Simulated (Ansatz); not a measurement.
KLuO2: reading a single point

```yaml
crystal:
  lattice:
    - [3.32891, 0.00000, 0.00000]
    - [-1.66445, 2.88292, 0.00000]
    - [0.00000, -1.92194, 6.24986]
  atoms:
    - { symbol: K, position: [0.00000, 0.00000, 0.00000] }
    - { symbol: Lu, position: [0.50000, 0.00000, 0.50000] }
    - { symbol: O, position: [0.22300, 0.44600, 0.66900] }
    - { symbol: O, position: [0.77700, 0.55400, 0.33100] }
```

Method: r2SCAN, spin-orbit coupling; PAW, plane waves to 500 eV, 6×6×6 Γ-centred mesh, methfessel-paxton occupations (width 0.0261 eV) (Ansatz 0.2.0), atoms fixed.

The state carries no moments; the state need not be the lowest.

Problem. What does the stress say?

Solution. The pressure is 6.4 GPa (compression positive), so with the atoms held at these fractions the cell would first expand; the forces are large, so a full relaxation may end otherwise. The principal stresses 3.8, 7.7, 7.7 GPa differ, so its shape would change too.

Problem. How is the charge shared?

Solution. Bader charges in e: K +0.80, Lu +2.13, O -1.47. In the mean Lu gives up most and O takes most.

Problem. Which atom feels the largest force, and which way?

Solution. The largest is on O3 (and as large on other atoms): 1.56 eV/Å, components (0.00, 0.00, 1.56). It makes 119° with the line to a nearest neighbour, Lu2 at 2.19 Å.

Problem. Is there a gap, and of what kind?

Solution. The gap is 3.40 eV, direct at the points sampled. A semilocal functional usually gives too small a gap.

Origin: a known structure type with other elements, at an estimated volume, so it need not be a known compound. Caveats: atoms or cell far from equilibrium.
